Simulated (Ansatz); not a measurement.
The relaxed structure here is a generated cell of AlPd: the first start was made by placing the elements on the sites of a structure type, and the end was not matched to a known phase here, so it may be hypothetical.

The end point of a relaxation of AlPd. Calculation: PBE (plane waves to 420 eV, PAW, scalar-relativistic; Ansatz, an electronic-structure program).

```xyz
2
Lattice="2.8064 0.0000 0.0000 0.0000 2.8664 0.0000 0.0000 0.0000 4.2192" Properties=species:S:1:pos:R:3 pbc="T T T"
Al     1.4032     0.0000     2.1096
Pd     0.0000     0.0000     0.0000
```

### Question
Determine the symmetry and give the standard cell with its independent sites.

### Answer
Space group Pmmm (No. 47); a = 2.8064 Å, b = 2.8664 Å, c = 4.2192 Å, α = 90.00°, β = 90.00°, γ = 90.00°

| atom | site | symmetry | x | y | z |
|---|---|---|---|---|---|
| Al | 1d | mmm | 0.5000 | 0.0000 | 0.5000 |
| Pd | 1a | mmm | 0.0000 | 0.0000 | 0.0000 |

### Question
Give the shortest distances between elements (the closest pairs, up to four, under 3.6 Å).

### Answer
Al–Pd 2.53 Å; Al–Al 2.81 Å; Pd–Pd 2.81 Å.

Volume per atom: 16.97 Å³
Density: 6.53 g/cm³
Band gap: no gap (metallic)

No spin polarisation in the result.

The run could not lose the symmetry of its start: the end is stationary, and may be a saddle point rather than a minimum.
